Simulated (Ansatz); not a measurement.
What DFT gives for InPt

```
CELL_PARAMETERS angstrom
0.00000 3.53093 3.53093
3.53093 0.00000 3.53093
3.53093 3.53093 0.00000
ATOMIC_POSITIONS crystal
In 0.50000 0.50000 0.50000
In 0.75000 0.75000 0.75000
Pt 0.00000 0.00000 0.00000
Pt 0.25000 0.25000 0.25000
```

Single point in Ansatz 0.2.0 with r2SCAN, no spin polarisation. Cutoff 500 eV, PAW datasets, 8×8×8 Γ-centred k mesh, fermi-dirac filling (width 0.1 eV).

**Question.** Describe some of the short contacts.

**Answer.** In–In at 3.06 Å: least valence density 0.17 e/Å³ and ELF 0.25 there. In–Pt at 3.06 Å: least valence density 0.21 e/Å³ and ELF 0.30 there. Pt–Pt at 3.06 Å: least valence density 0.22 e/Å³ and ELF 0.23 there. These are pseudo-fields; inside the PAW spheres they differ from the all-electron ones.

**Question.** What happens at the Fermi level?

**Answer.** It is a metal, with about 2.7 states/eV a cell as the mean within 0.25 eV of the Fermi level, mostly Pt d (47 %), In s (25 %) and In p (19 %).

**Question.** What is the formation energy?

**Answer.** 0.09 eV an atom against the elements' usual phases (free molecules for gases, crystals otherwise, with no correction for O₂ or N₂), so at this geometry it isn't bound against them. Relaxing would lower it.

**Question.** How is the charge shared?

**Answer.** Bader charges in e: In +0.59, Pt -0.59. In the mean In gives up most and Pt takes most.

**Question.** Is the cell too large or too small?

**Answer.** The pressure is -16.5 GPa (compression positive), so with the atoms held at these fractions the cell would first shrink.

Origin: a known structure type with other elements, at an estimated volume, so it need not be a known compound. Caveats: atoms or cell far from equilibrium.
